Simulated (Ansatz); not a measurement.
Trial structures of S₃O: starts and ends

These are results of DFT PBE+D3(BJ), scalar-relativistic, plane waves, PAW in Ansatz, not measurements. All cells share a 420 eV cutoff and Γ-centred k meshes spaced at most about 0.3 Å⁻¹ (about 0.25 or finer for metals, 2π included). Collinear spin in cells that started with moments and kept them past the coarse steps, no spin elsewhere.

Each guess was relaxed in cell and atoms at zero pressure, within the symmetry of its start. All energies are static (0 K, no zero-point motion). Coordination counts S atoms around O (those within 1.25 times the shortest such distance or 1.15 times the sum of covalent radii, 1.27 where that leaves under three; a plus sign parts nearer from farther groups; the shortest distance is added where it exceeds 1.18 times the sum of covalent radii).

| guess | made from | start group | V start (Å³/atom) | end group | V end (Å³/atom) | coordination at the end | gap on mesh (eV) | largest moment (μB) | E over the lowest end (meV/atom) |
| --- | --- | --- | --- | --- | --- | --- | --- | --- | --- |
| 1 | PrCd3 type | Fm-3m | 19.0 | Fm-3m (BiF3 (D0_3)) | 12.5 | O 8+6 from 2.5 Å | 0 | - | 582 |
| 2 | random cell | Fm-3m | 12.6 | Pm-3m (anti-ReO3) | 18.2 | O 6 from 2.1 Å | 0 | - | 773 |
| 3 | HfRh3 type | Pm-3m | 19.9 | Pm-3m | 13.0 | O 12 from 2.6 Å | 0 | 0.9 | 769 |
| 4 | Mn3Fe type | Pmmm | 21.3 | Pmmm | 16.9 | O 2 from 2.0 Å | 0 | - | 302 |
| 5 | random cell | R-3m | 21.4 | R-3m | 16.4 | O 2 | 0 | - | 0 |
| 6 | CdAu3 type | P6_3/mmc | 17.1 | P6_3/mmc | 13.8 | O 6 from 2.4 Å | 0 | - | 358 |
| 7 | random cell | P6/mmm | 24.4 | ? | ? | ? | ? | ? | ? |

Guess 7 as it starts:

```cif
data_structure
_symmetry_space_group_name_H-M 'P6/mmm'
_symmetry_Int_Tables_number 191
_cell_length_a 4.3817
_cell_length_b 4.3817
_cell_length_c 5.8758
_cell_angle_alpha 90.000
_cell_angle_beta 90.000
_cell_angle_gamma 120.000
_cell_volume 97.70
loop_
_atom_site_label
_atom_site_type_symbol
_atom_site_symmetry_multiplicity
_atom_site_Wyckoff_symbol
_atom_site_fract_x
_atom_site_fract_y
_atom_site_fract_z
_atom_site_occupancy
S1 S 3 f 0.50000 0.00000 0.00000 1
O1 O 1 b 0.00000 0.00000 0.50000 1
```

**Question.** Predict the end of this guess and its energy over the lowest end.

**Answer.** It ends in space group P6/mmm (No. 191), with a = 4.917 Å, c = 2.540 Å, 13.3 Å³/atom and no gap, with moments up to 0.9 μB. It lies 0.56 eV/atom over the lowest end, above guess 6 and below guess 1. Counting S atoms around O, this end has O 12 from 2.8 Å and the lowest (guess 5) has O 2.

```cif
data_structure
_symmetry_space_group_name_H-M 'P6/mmm'
_symmetry_Int_Tables_number 191
_cell_length_a 4.9169
_cell_length_b 4.9169
_cell_length_c 2.5398
_cell_angle_alpha 90.000
_cell_angle_beta 90.000
_cell_angle_gamma 120.000
_cell_volume 53.18
loop_
_atom_site_label
_atom_site_type_symbol
_atom_site_symmetry_multiplicity
_atom_site_Wyckoff_symbol
_atom_site_fract_x
_atom_site_fract_y
_atom_site_fract_z
_atom_site_occupancy
S1 S 3 f 0.50000 0.00000 0.00000 1
O1 O 1 b 0.00000 0.00000 0.50000 1
```

The zero of energy is the elements' standard structures at the same level (O₂ as a molecule); no fitted shifts are applied.

**Question.** Is the lowest end bound against the elements?

**Answer.** No: its formation energy is +0.39 eV/atom. A positive value: parting into the elements would lower its energy.

The k mesh leaves some 4 meV/atom of noise in the energy of each metallic cell. A magnetic state wasn't ruled out in cells without spin, among them Pmmm, P6_3/mmc, Fm-3m. Another magnetic order may lie lower. Cells relaxed within their symmetry can be saddle points. A lower structure may well exist outside this small set. Some types were kept out of the candidates beforehand, so the set may lack a known form.
